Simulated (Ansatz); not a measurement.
LaGaO$_{3}$:
```
CELL_PARAMETERS angstrom
      2.76132     1.59425     4.42459
     -2.76132     1.59425     4.42459
      0.00000    -3.18850     4.42459
ATOMIC_POSITIONS crystal
  La 0.25000 0.25000 0.25000
  La 0.75000 0.75000 0.75000
  Ga 0.00000 0.00000 0.00000
  Ga 0.50000 0.50000 0.50000
  O  0.75000 0.18459 0.31541
  O  0.25000 0.81541 0.68459
  O  0.31541 0.75000 0.18459
  O  0.68459 0.25000 0.81541
  O  0.18459 0.31541 0.75000
  O  0.81541 0.68459 0.25000
```

DFT-PBEsol in the program Ansatz with PAW potentials gives a gap of 3.70 eV without spin–orbit coupling, maximum on the Γ–S0 line, 90 % of the way from Γ, minimum at Γ.

### Question
What happens when spin–orbit coupling is switched on?

### Answer
The gap stays essentially unchanged, to 3.70 eV; maximum on the Γ–S0 line, 90 % of the way from Γ, minimum at Γ.

### Question
Give the electron effective mass with spin–orbit coupling.

### Answer
0.37, 0.59, 0.59 mₑ (principal values).

### Question
Give the hole effective mass with spin–orbit coupling.

### Answer
0.58, 2.5, 4.4 mₑ (principal values).

Space group R-3c. The first step of the workflow began from a Materials Project structure, measured or hypothetical; the Crystallography Open Database files this formula in space group No. 167, but the cells were not matched. Its standing as an ambient phase is unchecked. Symmetry was held in the PBEsol relaxation; phonons show weakly imaginary modes.

Potentials: the later of the program's two PAW sets.
